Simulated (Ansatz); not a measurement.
Computed energy over volume and axial ratio: Rh (fcc, Cu type)

Rh (fcc, Cu type)

```
Rh
1.0
    0.00000     1.91503     1.91503
    1.91503     0.00000     1.91503
    1.91503     1.91503     0.00000
Rh
1
Direct
  0.00000   0.00000   0.00000
```

Grid over V/V₀ and (c/a)/(c/a)₀, subscript 0 meaning the relaxed cell; the conventional c axis lies along z; no internal relaxation.

Method: PBE (plane waves to 420 eV, PAW, scalar-relativistic; Ansatz, a program for electronic structure). k mesh 21×21×21 (Γ-centred), Fermi-Dirac smearing 0.05 eV. E stands for the smeared free energy. Compression counts positive. With partly filled bands, the response to shear is sensitive to the k mesh, so small differences along c/a are uncertain. Rh is run without spin polarisation. Rh was relaxed with its symmetry unable to fall. The zero of ΔE is the relaxed starting cell.

ΔE (meV/atom), with V/V₀ across and (c/a)/(c/a)₀ down:

```csv
(c/a)/(c/a)₀ \ V/V₀,0.920,0.947,0.973,1.000,1.027,1.053,1.080
0.880,199,144,111,98,101,117,146
0.920,137,85,55,44,50,69,99
0.960,99,48,20,11,18,39,71
1.000,86,36,8,0,8,29,61
1.040,98,48,20,11,18,39,71
1.080,135,83,53,42,47,66,97
1.120,193,137,104,91,93,110,138
```

σxx (GPa), with V/V₀ across and (c/a)/(c/a)₀ down:

```csv
(c/a)/(c/a)₀ \ V/V₀,0.920,0.947,0.973,1.000,1.027,1.053,1.080
0.880,19.1,9.3,1.1,-5.8,-11.6,-16.6,-20.7
0.920,20.5,10.6,2.3,-4.8,-10.7,-15.7,-19.9
0.960,23.0,12.9,4.4,-2.8,-8.9,-14.0,-18.4
1.000,26.6,16.2,7.4,0.0,-6.3,-11.7,-16.2
1.040,30.9,20.2,11.2,3.4,-3.2,-8.7,-13.5
1.080,35.7,24.7,15.3,7.2,0.3,-5.5,-10.5
1.120,40.9,29.4,19.6,11.2,4.0,-2.1,-7.3
```

Read from the data:

* **Lowest place on the grid**: V/V₀ = 1.000, (c/a)/(c/a)₀ = 1.000 (0 meV/atom)
* **Highest place on the grid**: V/V₀ = 0.920, (c/a)/(c/a)₀ = 0.880 (199 meV/atom)

(Under strain, the slope of the energy per volume gives the stress and its curvature an elastic modulus.)
